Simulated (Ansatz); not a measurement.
The guess for AlGaC₄N₄ was made by a generator: stacked square cyanide-bridged sheets (C2/m, No. 12). Its size is a rough estimate.

```
CELL_PARAMETERS angstrom
4.50290 -5.03000 0.00000
4.50290 5.03000 0.00000
-1.69350 0.00000 4.17231
ATOMIC_POSITIONS crystal
Al 0.00000 0.00000 0.00000
Ga 0.50000 0.50000 0.00000
C 0.18638 0.81362 0.00000
C 0.81362 0.18638 0.00000
C 0.18638 0.18638 0.37276
C 0.81362 0.81362 0.62724
N 0.30268 0.69732 0.00000
N 0.69732 0.30268 0.00000
N 0.30268 0.30268 0.60537
N 0.69732 0.69732 0.39463
```

Method: Ansatz 0.2.0, DFT PBE, scalar-relativistic, plane waves, PAW. Cutoff 420 eV, Gaussian smearing, Γ-centred meshes. Cell and atoms relax first on a coarse mesh and then on a finer one. In between, the cell is made exact in the group found at 0.06 Å. In metals the finer mesh still leaves noise of several meV/atom or more. The steps can't lower the symmetry of their start. No spin polarisation in the relaxation; trial moments died out in a coarse test.

A guess keeps its type if space group and coordination stay and the shape of the cell changes little (axis ratios within about 15 %, angles within 6°); the volume may change.

Question: Does it keep its structure type, or change into something else?

Answer: It doesn't keep its type. The symmetry goes from C2/m (No. 12) to Cmmm (No. 65). The volume per atom shrinks by 27.2 %, from 18.9 to 13.8 Å³. The shortest distance goes from 1.17 Å (C–N) to 1.16 Å (C–N). Counting neighbours within 15 % of an atom's shortest distance, the start has Al 4, C 1, Ga 4, N 1 and the end Al 6, C 1, Ga 6, N 1. In detail, at the end around Al lie 6 C at 2.10–2.17 Å; around Ga lie 6 N at 2.08–2.12 Å; C on a site of symmetry m2m has 1 N at 1.16 Å and 1 Al at 2.10 Å; around N on a site of symmetry m2m lie 1 C at 1.16 Å and 1 Ga at 2.12 Å; 2 more sites not described.

```cif
data_structure
_symmetry_space_group_name_H-M 'Cmmm'
_symmetry_Int_Tables_number 65
_cell_length_a 8.2182
_cell_length_b 10.7648
_cell_length_c 3.1115
_cell_angle_alpha 90.000
_cell_angle_beta 90.000
_cell_angle_gamma 90.000
_cell_volume 275.27
loop_
_atom_site_label
_atom_site_type_symbol
_atom_site_symmetry_multiplicity
_atom_site_Wyckoff_symbol
_atom_site_fract_x
_atom_site_fract_y
_atom_site_fract_z
_atom_site_occupancy
Al1 Al 2 a 0.00000 0.00000 0.00000 1
Ga1 Ga 2 b 0.50000 0.00000 0.00000 1
C1 C 4 i 0.50000 0.30514 0.00000 1
C2 C 4 h 0.18333 0.00000 0.50000 1
N1 N 4 i 0.50000 0.19701 0.00000 1
N2 N 4 h 0.33167 0.00000 0.50000 1
```

The last run used a 6×6×12 mesh (in the run's order of axes) for its 10-atom cell and Gaussian smearing of 0.10 eV. A structure relaxed within its symmetry needn't be a true minimum.
